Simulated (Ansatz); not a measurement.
**Two inputs for CsPbBr3 with Li replacing Cs**

This input was run with Ansatz:

```yaml
crystal:
  lattice:
    - [-5.87, 5.87, 5.87]
    - [5.87, -5.87, 5.87]
    - [5.87, 5.87, -5.87]
  atoms:
    - { symbol: Li, position: [0.0, 0.0, 0.0] }
    - { symbol: Cs, position: [0.5, 0.5, 0.0] }
    - { symbol: Cs, position: [0.5, 0.0, 0.5] }
    - { symbol: Cs, position: [0.0, 0.5, 0.5] }
    - { symbol: Pb, position: [0.5, 0.5, 0.5] }
    - { symbol: Pb, position: [0.0, 0.0, 0.5] }
    - { symbol: Pb, position: [0.0, 0.5, 0.0] }
    - { symbol: Pb, position: [0.5, 0.0, 0.0] }
    - { symbol: Br, position: [0.5, 0.25, 0.25] }
    - { symbol: Br, position: [0.0, 0.75, 0.25] }
    - { symbol: Br, position: [0.0, 0.25, 0.75] }
    - { symbol: Br, position: [0.5, 0.75, 0.75] }
    - { symbol: Br, position: [0.25, 0.5, 0.25] }
    - { symbol: Br, position: [0.75, 0.0, 0.25] }
    - { symbol: Br, position: [0.75, 0.5, 0.75] }
    - { symbol: Br, position: [0.25, 0.0, 0.75] }
    - { symbol: Br, position: [0.25, 0.25, 0.5] }
    - { symbol: Br, position: [0.75, 0.75, 0.5] }
    - { symbol: Br, position: [0.75, 0.25, 0.0] }
    - { symbol: Br, position: [0.25, 0.75, 0.0] }
kpoints:
  mp_grid: { grid: [2, 2, 2] }
scf:
  occupations: { method: fermi_dirac, width: 0.01 }
  eigensolver: { kind: davidson }
hamiltonian:
  xc: lda
  pseudopotentials: { kind: paw }
output:
  forces: true
  stress: true
  populations: true
  efg:
    quadrupole_moments_barn: { Li: -0.0401, Cs: -0.00343, Br: 0.2579 }
    contact_densities: true
basis:
  precision: f64
  ecutwfc: "400 eV"
```

It converged. Of its output the block on the nuclei alone is shown, without the SCF iterations, energies, forces and stress (one atom of each set):

```
--- PAW observables at the nuclei: V_zz in 10²¹ V/m², potentials from the cell's mean, atoms counted from 1 ---
  atom   1  Li V_zz =    -0.000000   η = 0.0000   by run symmetry: forbidden   C_q = +0.0000 MHz
            electrostatic potential = -161.099418 V   contact ρ = 91.016126 e/Å³
  atom   2  Cs V_zz =    -0.063522   η = 0.0000   by run symmetry: allowed   C_q = +0.0053 MHz
            electrostatic potential = -9372.149391 V   contact ρ = 1893236.721450 e/Å³
  atom   5  Pb V_zz =    +0.128873   η = 0.0000   by run symmetry: allowed
            electrostatic potential = -17472.134950 V   contact ρ = 16469389.469911 e/Å³
  atom   9  Br V_zz =   +19.374927   η = 0.0448   by run symmetry: allowed   C_q = +120.8219 MHz
            electrostatic potential = -4906.034067 V   contact ρ = 291866.145826 e/Å³
```

Problem. Can these gradients be trusted, and how do they compare with a run on standard settings?

Solution. Not as converged values. Against the standard input the change is `scf.eigensolver.kind`: not typed → davidson; `basis.precision`: not typed → f64; `hamiltonian.xc`: pbe → lda; `basis.ecutwfc`: not typed → 400 eV. A site carries the number of its first atom; V_zz in 10²¹ V/m².

```tsv
site	atom	V_zz standard	η standard	V_zz here	η here
Li	1	0.00	–	0.00	–
Cs	2	-0.10	0.00	-0.064	0.00
Pb	5	0.16	0.00	0.13	0.00
Br	9	19.07	0.06	19.37	0.04
```

The largest change of V_zz is on Br, from 19.07 to 19.37. In per cent, |V_zz| changes by +2 on Br (all sites that start above 0.5). SCF iterations: 7 and 7. New warnings: cutoff below recommended. In the changed run the cutoff of 400 eV lies below the one recommended for these PAW files, so its values aren't converged ones.

On the reference run: The defect repeats with the cell of 20 atoms, so it feels its images: sites between two images don't show the values beside a lone defect, and zeros or small values of η there can come from the images' arrangement. Br carries a gradient in the pure host already, so the values there aren't the defect's effect alone. This high-symmetry form of CsPbBr3 is unstable when cold, to tilts of the octahedra. The symmetry of the cell holds that distortion back, wholly or in part, and it would change the field gradients, the more the larger the distortion. Spin–orbit coupling is left out, which shifts gradients on Pb by a few per cent, and by more where contributions nearly cancel. The neighbours have not yet relaxed around the defect (largest force 0.051 eV/Å), so a real crystal will differ.
